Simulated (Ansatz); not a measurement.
RbBiTe$_{6}$, a known structure type with other elements, at an estimated volume

```
Bi Rb Te
1.0
     4.77568    2.75724    3.25686
    -4.77568    2.75724    3.25686
     0.00000   -5.51448    3.25686
Bi Rb Te
1 1 6
Direct
  0.00000 0.00000 0.00000
  0.50000 0.50000 0.50000
  0.71600 0.78900 0.10300
  0.10300 0.71600 0.78900
  0.78900 0.10300 0.71600
  0.28400 0.21100 0.89700
  0.89700 0.28400 0.21100
  0.21100 0.89700 0.28400
```

Method: PBE, no spin polarisation; PAW, plane waves to 420 eV, 6×6×6 Γ-centred mesh, fermi-dirac occupations (width 0.0476 eV) (Ansatz 0.2.0), atoms fixed.

Problem. What does the stress say?

Solution. The pressure is 35.4 GPa (compression positive), so with the atoms held at these fractions the cell would first expand; the forces are large, so a full relaxation may end otherwise. The principal stresses 31.3, 37.5, 37.5 GPa differ, so its shape would change too.

Problem. Where is the largest force?

Solution. The largest is on Te3 (and as large on other atoms): 11.80 eV/Å, components (-1.73, -9.62, -6.61). It makes 179° with the line to a nearest neighbour, Bi1 at 2.34 Å, pointing away from it.

Problem. Is there a gap?

Solution. It is a metal, with about 6.6 states/eV a cell as the mean within 0.25 eV of the Fermi level, mostly Te p (94 %).

Problem. How is the charge shared?

Solution. Bader charges in e: Rb +0.75, Bi +0.59, Te -0.22. In the mean Rb gives up most and Te takes most.

Problem. What do density and ELF say about some of the short contacts?

Solution. Bi–Te at 2.34 Å: least valence density 0.88 e/Å³ and ELF 0.54 there. Rb–Te at 3.62 Å: least valence density 0.07 e/Å³ and ELF 0.06 there. These are pseudo-fields; inside the PAW spheres they differ from the all-electron ones.

Problem. What is the formation energy?

Solution. 2.22 eV an atom against the elements' usual phases (free molecules for gases, crystals otherwise, with no correction for O₂ or N₂), so at this geometry it isn't bound against them. Relaxing would lower it.

Origin: a known structure type with other elements, at an estimated volume, so it need not be a known compound. Caveats: atoms or cell far from equilibrium.
